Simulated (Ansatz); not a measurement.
A geometry of LiNbO₃ away from equilibrium: the start of the relaxation of a generated cell, LiNbO3 placed in the LiNbO3 structure type. Computed with PBEsol (plane waves to 420 eV, PAW, scalar-relativistic; Ansatz, a quantum-chemistry and plane-wave program). Γ-centred k-mesh 6×6×6 on the run's cell (coarser than for final values), Fermi–Dirac smearing 0.05 eV.

```xyz
10
Lattice="2.6271 1.5168 4.6253 -2.6271 1.5168 4.6253 0.0000 -3.0335 4.6253" Properties=species:S:1:pos:R:3:forces:R:3 pbc="T T T" free_energy=-12772.716 pressure_GPa=-4.6
Li     0.0000     0.0000     9.8866    0.0000    0.0000   -0.0886
Li     0.0000     0.0000     2.9486    0.0000    0.0000   -0.0886
Nb     0.0000     0.0000    13.6983    0.0000    0.0000   -0.3933
Nb     0.0000     0.0000     6.7603    0.0000    0.0000   -0.3933
O     -0.5824     1.5005     8.0943   -0.0775   -0.0852    0.1606
O      1.5907    -0.2459     8.0943   -0.0350    0.1098    0.1606
O     -1.0083    -1.2547     8.0943    0.1126   -0.0245    0.1606
O      1.0364     1.2709     5.7817    0.0350    0.1098    0.1606
O      0.5824    -1.5330     5.7817    0.0775   -0.0852    0.1606
O     -1.6188     0.2621     5.7817   -0.1126   -0.0245    0.1606
```

Positions in Å, forces in eV/Å, free energy of the cell in eV (comparable only within this code, potentials and settings). Largest force: 0.39 eV/Å, on Nb3, Nb4 (atoms numbered as listed); the geometry lies 0.02 eV/atom above the end of its relaxation.

No spin polarisation in the result.

The run could not lose the symmetry of its start.
